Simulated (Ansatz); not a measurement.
A geometry of SrTiO3 away from equilibrium: the start of the relaxation of a generated trial cell of SrTiO3 in the 2H-BaNiO3 structure type. Method: r2SCAN (plane waves to 500 eV, PAW, scalar-relativistic; Ansatz, a quantum-chemistry and plane-wave program). Γ-centred k-mesh 5×5×5 on the run's cell (coarser than for final values), Fermi–Dirac smearing 0.05 eV.

```xyz
10
Lattice="5.7370 0.0000 0.0000 -2.8685 4.9684 0.0000 0.0000 0.0000 4.9015" Properties=species:S:1:pos:R:3:forces:R:3 pbc="T T T" free_energy=-15545.903 pressure_GPa=6.8
Sr     0.0000     3.3123     3.6761    0.0000    0.0000    0.0000
Sr     2.8685     1.6561     1.2254    0.0000    0.0000    0.0000
Ti     0.0000     0.0000     0.0000    0.0000    0.0000    0.0000
Ti     0.0000     0.0000     2.4507    0.0000    0.0000    0.0000
O      0.0000     1.4528     1.2254    0.0000    2.2324    0.0000
O      1.6104     4.2420     1.2254   -1.9333   -1.1162    0.0000
O     -1.6104     4.2420     1.2254    1.9333   -1.1162    0.0000
O      2.8685     3.5157     3.6761    0.0000   -2.2324    0.0000
O      1.2581     0.7264     3.6761    1.9333    1.1162    0.0000
O      4.4789     0.7264     3.6761   -1.9333    1.1162    0.0000
```

Positions in Å, forces in eV/Å, free energy of the cell in eV (comparable only within this code, potentials and settings). Largest force: 2.23 eV/Å, on O5, O6, O7, O8, O9, O10 (atoms numbered as listed); the geometry lies 0.07 eV/atom above the end of its relaxation.

No spin polarisation in the result.

The run could not lower the symmetry of its start; a shaken copy of this end point relaxes with r2SCAN to P2₁ (No. 4), 166 meV/atom lower.

The first start was generated by placing the elements on the sites of a structure type. Materials Project lists a structure of SrTiO3 in the same space group, P6₃/mmc (No. 194); the sites were not compared with it, nor with measured phases. Known forms of SrTiO3 include space group No. 221.
